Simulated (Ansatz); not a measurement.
BiRh:
```cif
data_Bi2Rh2
_chemical_formula_sum 'Bi2 Rh2'
_space_group_name_H-M_alt 'P63/mmc'
_space_group_IT_number 194
_space_group_name_Hall '-P 6c 2c'
_cell_length_a 4.13043
_cell_length_b 4.13043
_cell_length_c 5.69017
_cell_angle_alpha 90.000
_cell_angle_beta 90.000
_cell_angle_gamma 120.000
loop_
_atom_site_label
_atom_site_type_symbol
_atom_site_symmetry_multiplicity
_atom_site_Wyckoff_symbol
_atom_site_fract_x
_atom_site_fract_y
_atom_site_fract_z
_atom_site_occupancy
Bi1 Bi 2 c 0.33333 0.66667 0.25000 1
Rh1 Rh 2 a 0.00000 0.00000 0.00000 1
```

Relaxed at zero pressure with r²SCAN in the plane-wave PAW code Ansatz.

**Question.** The volume is lowered by 6 % and shape and atoms relax at that volume. What pressure results, and how do the axes share the change?

**Answer.** 9.2 GPa; a -2.2 %, b -2.2 %, c -1.8 %; the energy rises by 34 meV/atom.

**Question.** Give the new structure.

**Answer.** 
Space group P6₃/mmc (No. 194); a = b = 4.040 Å, c = 5.590 Å, α = β = 90.00°, γ = 120.00°

```json
[
 {"atom": "Bi", "site": "2c", "symmetry": "-6m2", "x": "0.3333", "y": "0.6667", "z": "0.2500"},
 {"atom": "Rh", "site": "2a", "symmetry": "-3m.", "x": "0.0000", "y": "0.0000", "z": "0.0000"}
]
```

The phase is kept; no other phase was compared at this pressure.

Space group P6_3/mmc (NiAs type). The first step of the workflow began from a Materials Project structure, measured or hypothetical; the Crystallography Open Database files this formula in space group No. 194, but the cells were not matched. Its standing as an ambient phase is unchecked. Symmetry was held in the r²SCAN relaxation; whether a distortion lowers the energy is not shown. No spin polarisation was allowed. Axis ratios of metals converge slowly with the k-mesh, so a and c are less sure than the volume. Scalar-relativistic: spin–orbit coupling is off unless named, which matters more the heavier the elements.

Potentials: the later of the program's two PAW sets.
